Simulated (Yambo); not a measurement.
InP (zinc blende, space group F-43m, No. 216), G0W0@LDA in Yambo; all else as in the reference (4×4×4 Γ-centred k mesh, 115 bands and a 10 Ry block in the screening, 115 bands in G with the Bruneval-Gonze terminator, plasmon pole fitted at 27.2 eV). One parameter is varied: the cutoff of the exchange sum, over 5, 10, 20, 40, 70 Ry.

Problem. From which value on does the gap Γ → Γ stay within 0.05 eV of the largest setting?

Solution. From 40 Ry on.
```tsv
cutoff of the exchange sum (Ry)	G0W0 gap (eV)	valence shift (eV)
5	1.19	-0.11
10	1.05	-0.36
20	1.07	-0.46
40	1.12	-0.51
70	1.14	-0.53
```
The last step of the sweep still moves the gap by 14 meV; the other settings are held fixed.

The standard potential for In keeps a d shell in the valence without the s and p states of that shell. In tests on such compounds this moved G0W0 gaps by up to about 0.9 eV, so absolute quasiparticle energies here are unreliable; differences between settings are what counts.

Spin-orbit coupling is not included.

Geometry relaxed with LDA; primitive cell a = b = c = 4.1172 Å, α = β = γ = 60.00°.

A shift is the quasiparticle energy of the state minus its LDA energy.
